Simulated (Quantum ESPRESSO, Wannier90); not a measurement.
SiRu (CsCl type), plane waves to Wannier functions

```
CELL_PARAMETERS angstrom
      2.91612     0.00000     0.00000
      0.00000     2.91612     0.00000
      0.00000     0.00000     2.91612
ATOMIC_POSITIONS crystal
  Si 0.50000 0.50000 0.50000
  Ru 0.00000 0.00000 0.00000
```

Cell from Materials Project (mp-381), symmetrised, no further relaxation. Not found in the COD (Crystallography Open Database) copy used; not checked further. Level: PBEsol, no spin polarisation, no spin-orbit coupling; pw.x of Quantum ESPRESSO at 68 Ry with PseudoDojo potentials, 10×10×10 k-points, Wannier90. Density: 10×10×10 mesh, cold smearing 0.01 Ry.

Valence charges of the files: Si 4, Ru 16. 26 bands were computed.

Isolated groups of bands, relative to the Fermi level (bands from 5 on overlap up to the last one computed):

```
bands  from (eV)  to (eV)  filling  weight on atomic waves
-----  ---------  -------  -------  ----------------------
1         -72.77   -72.70   filled              Ru 4s 94 %
2–4       -43.01   -42.67   filled              Ru 4p 99 %
```

Wanted is a model with the orbitals Si s p, Ru s p d, without the filled groups that are mainly made of other shells (semicore states, and anion s where it isn't named); all higher bands stay in for disentanglement.

Question: Give num_wann, exclude_bands and num_bands, and the number of electrons that the model holds.

Answer: Electrons: 1×4 + 1×16 = 20, or 10.0 bands' worth; no gap over 0.05 eV opens at the Fermi level at this level of theory.
num_wann = 1×4 + 1×9 = 13.
exclude_bands = 1-4, 4 bands, so num_bands = 26 − 4 = 22.
The model holds 20 − 2×4 = 12 electrons. With the window frozen to 1.50 eV it follows pw.x to 1.3 meV rms (states up to 1.0 eV relative to the Fermi level).
